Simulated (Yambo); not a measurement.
Data:

```
Be2C
1.0
    0.00000     2.13541     2.13541
    2.13541     0.00000     2.13541
    2.13541     2.13541     0.00000
Be C
2 1
Direct
  0.75000   0.75000   0.75000
  0.25000   0.25000   0.25000
  0.00000   0.00000   0.00000
```

Workflow: LDA (Quantum ESPRESSO, PseudoDojo norm-conserving, 88 Ry, without SOC), then G0W0 in Yambo (6×6×6 Γ-centred k mesh, bands 3 to 76 and a 14 Ry block in the screening, 76 bands in G with the Bruneval-Gonze terminator, plasmon pole fitted at 27.2 eV).

Question: Give the LDA and G0W0 gaps between the band edges found on this mesh, and say where the edges lie.

Answer: Edges: Γ → X. LDA: 1.21 eV; G0W0: 2.12 eV. Nearest settings tried, and what they do to the gap: 48 bands in G: +10 meV; 48 bands in W, 48 bands in G: -12 meV; 11 Ry block (89 vectors against 137): -40 meV; 4×4×4 mesh: -28 meV. So the settings aren't converged at that level. 

Geometry relaxed with LDA.
